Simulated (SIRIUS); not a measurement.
A self-consistent single point of Ti3Al (P6_3/mmc, 8 atoms in the cell; from Materials Project mp-1823, changed as shown) with SIRIUS.

Level of theory: PBE, GBRV PBE ultrasoft pseudopotentials (plane waves; SIRIUS 7.12.0).

The change in words: lattice vector c scaled by 0.98. Reference geometry (P6_3/mmc):
```
Ti3Al
1.0
    5.74770     0.00000     0.00000
   -2.87385     4.97765     0.00000
    0.00000     0.00000     4.63055
Ti Al
6 2
Cartesian
  2.87385   3.28426   1.15764
  0.00000   1.69340   3.47291
 -1.40732   4.13096   3.47291
  4.28117   0.84670   1.15764
  1.46653   0.84670   1.15764
  1.40732   4.13096   3.47291
  0.00000   3.31844   1.15764
  2.87385   1.65922   3.47291
```

Reference input (self-consistent single point, DFT, PBE, plane waves, GBRV PBE ultrasoft pseudopotentials): parameters.ngridk = 4 4 4; parameters.xc_functionals = [XC_GGA_X_PBE, XC_GGA_C_PBE]; parameters.gk_cutoff = 6.325 1/bohr; parameters.pw_cutoff = 14.143 1/bohr; parameters.smearing = fermi_dirac; parameters.smearing_width = 0.00367493 Ha; potentials = GBRV PBE ultrasoft pseudopotentials; parameters.electronic_structure_method = pseudopotential; parameters.num_bands = 47; parameters.num_mag_dims = 0; parameters.num_dft_iter = 100; parameters.energy_tol = 1e-07 Ha. This run's input differs from it in these lines:

```diff
@@ -34,3 +34,3 @@
       [-5.4307894233, 9.4064028031, 0.0],
-      [0.0, 0.0, 8.7504713064]
+      [0.0, 0.0, 8.5754618803]
     ],
@@ -44,12 +44,12 @@
       "Ti": [
-        [2.87385, 3.2842561092, 1.1576375],
-        [0.0, 1.6933978908, 3.4729125],
-        [-1.407324345, 4.1309550546, 3.4729125],
-        [4.281174345, 0.8466989454, 1.1576375],
-        [1.466525655, 0.8466989454, 1.1576375],
-        [1.407324345, 4.1309550546, 3.4729125]
+        [2.87385, 3.2842561092, 1.13448475],
+        [0.0, 1.6933978908, 3.40345425],
+        [-1.407324345, 4.1309550546, 3.40345425],
+        [4.281174345, 0.8466989454, 1.13448475],
+        [1.466525655, 0.8466989454, 1.13448475],
+        [1.407324345, 4.1309550546, 3.40345425]
       ],
       "Al": [
-        [-2.8739e-06, 3.3184376592, 1.1576375],
-        [2.8738528739, 1.6592163408, 3.4729125]
+        [-2.8739e-06, 3.3184376592, 1.13448475],
+        [2.8738528739, 1.6592163408, 3.40345425]
       ]
```

Output, abridged:

```
[find] density tolerance         : 1e-06
[find] total energy tolerance    : 1e-07
[find] iter_solver_tol (initial) : 0.01
[find] iter_solver_tol (target)  : 1e-13
[find] num_dft_iter              : 100
Charges and magnetic moments
--------------------------------------------------------------------------------
total charge          : 78.000000
[find] | SCF iteration   0 out of 100|
[diagonalize] iterative solver tolerance (occupied, empty): 0.01 0.01
[diagonalize] average number of iterations: 3.75
[find] Charges and magnetic moments
[find] total charge          : 78.000000
[find] Energy
   [... lines left out ...]

[find] Charges and magnetic moments
[find] total charge          : 78.000000
[find] Energy
[find] smearing (-TS)                 :      -0.00864934
[find] Total energy                   :    -364.53520032 (Ha),    -729.07040065 (Ry)
[find] Free energy (E-TS)             :    -364.54384966 (Ha),    -729.08769932 (Ry)
[find] band gap (eV)                  :       0.00000000
[find] Efermi                         :       0.46179733
[find] iteration : 16, RMS (target) : 1.0428e-07 (1.0000e-06) , energy difference (target) : -1.0255e-09 (1.0000e-07)
[find] bands are converged : true
[find] iterative solver converged : true
[find] converged after 17 SCF iterations!
[find] Charges and magnetic moments
[find] total charge          : 78.000000
[find] Energy
[find] smearing (-TS)                 :      -0.00864934
[find] Total energy                   :    -364.53520032 (Ha),    -729.07040065 (Ry)
[find] Free energy (E-TS)             :    -364.54384966 (Ha),    -729.08769932 (Ry)
[find] band gap (eV)                  :       0.00000000
[find] Efermi                         :       0.46179733
[ground_state] === stress tensor components [kbar] ===
[ground_state] === stress_total ===
[ground_state]   -23.426862   -0.000000    0.000000
[ground_state]    -0.000000  -23.426864    0.000000
[ground_state]     0.000000    0.000000  -63.152405
[ground_state] ==== total Forces in Ha/bohr =====
   [... lines left out ...]
[ground_state] atom:    3, force:       0.0011634     -0.0006717     -0.0000000
[ground_state] atom:    4, force:      -0.0011634     -0.0006717     -0.0000000
[ground_state] atom:    5, force:       0.0011634      0.0006717      0.0000000
[ground_state] atom:    6, force:      -0.0000000      0.0000000      0.0000000
[ground_state] atom:    7, force:       0.0000000     -0.0000000     -0.0000000
```

The run converged in 17 iterations. SIRIUS prints the stress tensor with tension positive. Against the reference run the free energy rises by 8.0 meV/atom, the pressure goes from 1.06 to 3.67 GPa and the largest force goes from 0.063 to 0.069 eV/Å.

The structure comes from a collection of computed structures, made at another level of theory; the collection holds predicted forms beside known ones. No clean gap shows at this smearing width and mesh (spacing up to 0.35 Å⁻¹); the mesh is coarse for partly filled bands, so the values carry mesh errors.

Cost on one core: around 80 core-seconds (rough).
